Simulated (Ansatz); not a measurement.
## Ionic part of the dielectric constant of AlN at 20 GPa, mode by mode

These are results of DFT LDA, scalar-relativistic, plane waves, PAW (Ansatz 0.2.0), not measurements. Cutoff 420 eV, 10×10×10 k-points (Γ-centred), fixed occupations. No spin polarisation. Phonons by linear response, acoustic sum rule imposed.

It takes space group F-43m (No. 216, cubic). The conventional cell has a = 4.226 Å, b = 4.226 Å, c = 4.226 Å, α = 90.00°, β = 90.00°, γ = 90.00°. Around Al (site symmetry -43m) lie 4 N at 1.83 Å. N (site symmetry -43m) has 4 Al at 1.83 Å as nearest neighbours.

Other phases may be more stable at this pressure.

The primitive cell has V = 18.87 Å³ and ε∞,yy = 4.423. Each polar mode adds Δε = (4.92064×10⁷/V)·S/ν² along y, with S its oscillator strength in e²/amu, ν in cm⁻¹ and V in Å³.

Q: From these modes, find each Δε and ε0,yy.
| ν (cm⁻¹) | S_yy (e²/amu) |
| --- | --- |
| 744.4 | 0.6971 |

A:
| ν (cm⁻¹) | Δε |
| --- | --- |
| 744.4 | 3.28 |

The sum is 3.281, so ε0,yy = 7.70; the run's tensor has 7.70.

Q: Where do the longitudinal modes lie for a wave vector along y?

A: At 982 cm⁻¹. The Lyddane–Sachs–Teller product Π(ν_LO/ν_TO)² = 1.74 matches ε0/ε∞ = 1.74.

This zinc-blende form isn't the usual stable structure of the compound at low pressure.

Cost: 1 run of about 0.61 core-minutes, on Intel Xeon Processor @ 2.50GHz (Skylake/Cascade Lake) (shared hosts).